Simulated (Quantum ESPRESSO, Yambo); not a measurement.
# Quasiparticle gap of SrO at +2 % isotropic strain

SrO is modelled in the cubic space group Fm-3m (No. 225), the rock salt structure, Pearson symbol cF8. Conventional cell: a = b = c = 5.221 Å, α = β = γ = 90.00°. O on 4a sees 6 Sr at 2.611 Å (octahedral). Sr on 4b is surrounded by 6 O at 2.611 Å (octahedral). (Neighbours: up to the widest gap in distance over summed covalent radii, below 1.35, at either atom; cation-cation contacts left out.)
(The calculation used a cell of 2 atoms; values per cell refer to that cell.)

The PBEsol cell relaxed from Materials Project entry mp-2472 was given an isotropic strain of +2 % on all lattice vectors, and the atoms were relaxed again.

Starting point: norm-conserving PBEsol (Quantum ESPRESSO, 84 Ry, no spin-orbit coupling). G0W0 in Yambo: 6×6×6 Γ-centred k mesh, 79 bands and a 10 Ry block in the screening, 79 bands in G with the Bruneval-Gonze terminator, plasmon pole fitted at 27.2 eV.

| Property | Value |
|---|---|
| PBEsol gap along the band path | 3.23 eV |
| PBEsol gap between the mesh's edge points (Γ → X) | 3.23 eV |
| G0W0 gap between the same points | 5.14 eV |
| PBEsol smallest direct gap on the mesh (at X) | 3.34 eV |
| G0W0 direct gap at that point | 5.30 eV |

| k point | band | E PBEsol (eV) | E QP (eV) | shift (eV) | Z |
|---|---|---|---|---|---|
| Γ | VB | 0.00 | -1.08 | -1.08 | 0.78 |
| Γ | CB | 3.54 | 4.16 | 0.62 | 0.85 |
| L | VB | -1.04 | -2.23 | -1.19 | 0.78 |
| L | CB | 6.32 | 7.49 | 1.16 | 0.82 |
| X | VB | -0.11 | -1.23 | -1.13 | 0.78 |
| X | CB | 3.23 | 4.06 | 0.83 | 0.85 |

Energies count from the PBEsol valence-band maximum.

Convergence of the G0W0 settings was not tested.
